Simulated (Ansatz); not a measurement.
La:
```cif
data_La4
_chemical_formula_sum 'La4'
_space_group_name_H-M_alt 'P63/mmc'
_space_group_IT_number 194
_space_group_name_Hall '-P 6c 2c'
_cell_length_a 3.77583
_cell_length_b 3.77583
_cell_length_c 12.06609
_cell_angle_alpha 90.000
_cell_angle_beta 90.000
_cell_angle_gamma 120.000
loop_
_atom_site_label
_atom_site_type_symbol
_atom_site_symmetry_multiplicity
_atom_site_Wyckoff_symbol
_atom_site_fract_x
_atom_site_fract_y
_atom_site_fract_z
_atom_site_occupancy
La1 La 2 a 0.00000 0.00000 0.00000 1
La2 La 2 c 0.33333 0.66667 0.25000 1
```

Relaxed with r²SCAN.

Task: Decompose the optical modes at the zone centre into irreducible representations, and say which are infrared and Raman allowed.

Result: Point group 6/mmm: Γ_opt = A2u + B1g + B2u + E1u + E2g + E2u. Infrared: A2u, E1u. Raman: E2g.

Task: Assign frequencies (DFPT, DFT-r²SCAN in the program Ansatz with PAW potentials).

Result: E2u 27, E1u 32, E2g 32, A2u 65, B1g 66, B2u 68 cm⁻¹.

Subscripts of B labels follow the axes of the standard setting.

Space group P6_3/mmc (dhcp (α-La type)). Symmetry was held in the r²SCAN relaxation; of distortions, only those at the zone centre were tested. As this level gives no gap, phonon frequencies hold no LO–TO term and depend on the k-mesh and smearing (Fermi–Dirac, 0.1 eV here). Spin–orbit coupling is left out wherever it is not named.

Potentials: the later of the program's two PAW sets.
